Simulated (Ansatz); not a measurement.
A relaxed structure of Hf is spoiled in several ways and relaxed again each time (noise and exchanges are one random draw each; squeezed and stretched starts keep its symmetry, which their runs cannot lower; pressure is positive under compression). The numbers are results of PBEsol (plane waves to 420 eV, PAW, scalar-relativistic; Ansatz, a program for electronic structure), not measurements.

```cif
data_Hf2
_chemical_formula_sum 'Hf2'
_space_group_name_H-M_alt 'P63/mmc'
_space_group_IT_number 194
_space_group_name_Hall '-P 6c 2c'
_cell_length_a 3.15907
_cell_length_b 3.15907
_cell_length_c 4.99993
_cell_angle_alpha 90.000
_cell_angle_beta 90.000
_cell_angle_gamma 120.000
loop_
_atom_site_label
_atom_site_type_symbol
_atom_site_symmetry_multiplicity
_atom_site_Wyckoff_symbol
_atom_site_fract_x
_atom_site_fract_y
_atom_site_fract_z
_atom_site_occupancy
Hf1 Hf 2 d 0.66667 0.33333 0.25000 1
```

```csv
change,first pressure (GPa),largest first force (eV/Å),released (eV/atom),moves,outcome,final group,E − E(parent) (eV/atom)
with every coordinate shifted by Gaussian noise of σ = 0.3 Å,–,–,0.34,7,returns to the parent,P6₃/mmc,0.00
squeezed uniformly to 88 % of its volume,18.1,0.00,0.13,5,returns to the parent,P6₃/mmc,0.00
```

First-step values come from each run's starting, coarser k-mesh (12×12×7). The runs use different k-meshes, so differences are rounded accordingly. No spin polarisation in the result.
